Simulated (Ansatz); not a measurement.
Space group P4/mmm (No. 123). a = 3.043 Å, b = 3.043 Å, c = 3.777 Å, α = 90.00°, β = 90.00°, γ = 90.00°
| atom | site | symmetry | x | y | z |
| --- | --- | --- | --- | --- | --- |
| Hg | 1a | 4/mmm | 0.0000 | 0.0000 | 0.0000 |
| Pd | 1d | 4/mmm | 0.5000 | 0.5000 | 0.5000 |

Equation of state of this HgPd structure (not necessarily the ground state), with shape and atoms relaxed at each volume where symmetry leaves them free. It has no gap at any of these volumes. Computed with Ansatz 0.2.0, DFT r2SCAN, scalar-relativistic, plane waves, PAW.

Cutoff 500 eV; k points 14×14×12 on the computed 2-atom cell (Γ-centred); Gaussian smearing, width 0.10 eV; no spin polarisation.

```json
{"V (Å³/atom)": "15.384", "E − E(largest V) (meV/atom)": "78.74", "P (GPa)": "23.94"}
{"V (Å³/atom)": "15.908", "E − E(largest V) (meV/atom)": "13.83", "P (GPa)": "16.03"}
{"V (Å³/atom)": "16.433", "E − E(largest V) (meV/atom)": "-27.66", "P (GPa)": "9.58"}
{"V (Å³/atom)": "16.957", "E − E(largest V) (meV/atom)": "-50.07", "P (GPa)": "4.31"}
{"V (Å³/atom)": "17.482", "E − E(largest V) (meV/atom)": "-56.86", "P (GPa)": "0.00"}
{"V (Å³/atom)": "18.006", "E − E(largest V) (meV/atom)": "-50.85", "P (GPa)": "-3.51"}
{"V (Å³/atom)": "18.531", "E − E(largest V) (meV/atom)": "-34.49", "P (GPa)": "-6.34"}
{"V (Å³/atom)": "19.230", "E − E(largest V) (meV/atom)": "0.00", "P (GPa)": "-9.27"}
```

Task: Fit a third-order Birch–Murnaghan equation to E(V).

Result: V0 = 17.48 Å³/atom, B0 = 129 GPa, B0' = 5.8.

Spin-orbit coupling is left out, which matters for the bands of heavy elements.

Cost: 8 runs of about 7.2 core-minutes in all, on Arm Neoverse V2 (shared hosts).